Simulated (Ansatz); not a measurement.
Ti6O (P-31c): electronic heat capacity and spin susceptibility from the density of states

The calculation used DFT PBEsol, scalar-relativistic, plane waves, PAW (Ansatz).

Cutoff 420 eV; k points 12×12×4 on the computed 14-atom cell (Γ-centred); Gaussian smearing, width 0.10 eV; no spin polarisation.

Relaxed cell: P-31c, a = 5.053 Å, b = 5.053 Å, c = 9.371 Å, α = 90.00°, β = 90.00°, γ = 120.00°, 14 atoms in the primitive cell. Whether it is the stable form of this composition wasn't checked.

The density of states at the Fermi level is 9.661 states/eV in the cell of 14 atoms (2 formula units; both spins, tetrahedra on a 18×18×6 mesh). Averaged over bins of 0.1 eV the density runs from 7.0 to 15.0 states/eV within 0.2 eV of the Fermi level, so the figure hangs on the exact place of that level.

Question: What Sommerfeld coefficient and Pauli susceptibility does this give?

Answer: Per formula unit N(E_F) = 4.831 states/eV. γ = (π²/3) k_B² N(E_F) N_A = 2.357 mJ/(mol K²) per state/eV, so γ = 11.4 mJ/(mol K²), a mole of formula units. χ_P = μ_B² N(E_F) N_A = 3.23×10⁻⁵ emu/mol per state/eV gives 15.6×10⁻⁵ emu/mol. This is the bare band result: a measured γ of the same phase is as a rule larger by a factor 1 + λ from phonons and spin fluctuations, the spin part of χ is larger by the Stoner factor, and a measured χ also holds orbital and core terms. N(E_F) at one energy is sensitive to the mesh where the density of states has sharp peaks.

A ferromagnetic start lost its moments in a first run, so spin was left out; other magnetic orders weren't tried.

Cost: 1 run of about 13 core-minutes, on AMD EPYC (Zen 3) (shared hosts).